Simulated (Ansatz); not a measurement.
Total density of states per atom from the program Ansatz at the r²SCAN level (PAW), in 0.25 eV bins, energy from the Fermi level:

```
E (eV)  states/eV/atom
------  --------------
-7.85             0.17
-7.60             0.19
-7.35             0.25
-7.10             0.22
-6.85             0.26
-6.60             0.17
-6.35             0.15
-6.10             0.19
-5.85             0.39
-5.60             0.23
-5.35             0.19
-5.10             0.19
-4.85             0.17
-4.60             0.17
-4.35             0.21
-4.10             0.25
-3.85             0.28
-3.60             0.29
-3.35             0.36
-3.10             0.50
-2.85             0.45
-2.60             0.88
-2.35             0.89
-2.10             1.36
-1.85             2.32
-1.60             2.56
-1.35             1.46
-1.10             0.96
-0.85             0.82
-0.60             0.67
-0.35             0.62
-0.10             0.51
0.15              0.32
0.40              0.28
0.65              0.36
0.90              0.52
1.15              0.73
1.40              0.60
1.65              0.56
1.90              0.62
2.15              0.67
2.40              0.19
2.65              0.28
2.90              0.49
3.15              0.55
3.40              0.82
3.65              0.73
3.90              0.86
4.15              0.91
4.40              0.79
4.65              0.73
```

Task: Pick the material that matches.
A. CuSe, Cmcm (Cu on 8f, Cu on 4c, Se on 4c, Se on 8f)
B. Y4S3N2, C2/m (Pearson symbol mS18)
C. Te2Pd3, Cmcm (Te on 4a, Te on 4c, Pd on 4c, Pd on 8f)
D. YIn2Ni, Cmcm (Y on 4c, In on 8f, Ni on 4c)

Result: D, YIn2Ni, Cmcm (Y on 4c, In on 8f, Ni on 4c). Within 0.5 eV of the Fermi level: Y 4d 36 %, In 5p 33 %, Ni 3d 21 %. Projections are on Löwdin-orthogonalised atomic valence shells; empty p or d shells of many metals are not among them.

The first step of the workflow began from a Materials Project structure, measured or hypothetical; the Crystallography Open Database files this formula in space group No. 63, but the cells were not matched. Its standing as an ambient phase is unchecked. The r²SCAN relaxation kept the symmetry of its start; its stability against distortions is not shown here. No spin polarisation was allowed. Scalar-relativistic: spin–orbit coupling is off unless named, which matters more the heavier the elements.

Potentials: the later of the program's two PAW sets.
